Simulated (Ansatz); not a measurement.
Input and command of a calculation in Ansatz (plane waves; scalar-relativistic PAW potentials unless the input names others):

```yaml
crystal:
  lattice:
    - [-1.61426265, 1.61426265, 1.61426265]
    - [1.61426265, -1.61426265, 1.61426265]
    - [1.61426265, 1.61426265, -1.61426265]
  atoms:
    - { symbol: Ag, position: [0.0, 0.0, 0.0], spin: 2.0 }
basis:
  ecutwfc: 420
kpoints:
  mp_grid: { grid: [20, 20, 20] }
hamiltonian:
  xc: lda
scf:
  occupations: { method: gaussian, width: 0.15 }
  max_iter: 75
output:
  forces: true
  eigenvalues: true
  stress: true
```

```bash
ansatz run input.yaml --threads 1 --pin off --max-ram 2560MiB --backend cpu --events-out ev --progress --plain --runs-dir out
```

Question: Will this input run?

Answer: The program refuses it, because of a moment without spin polarisation (crystal.atoms[0].spin: not typed → 2.0). Without that key it is accepted.

Abridged log:
```
Error: inconsistent input (magnetization.spin_polarized): false but per-atom `spin:`, `per_species`, `initial_magnetization`, `magnetic_field`, or `spin_locking` is set
```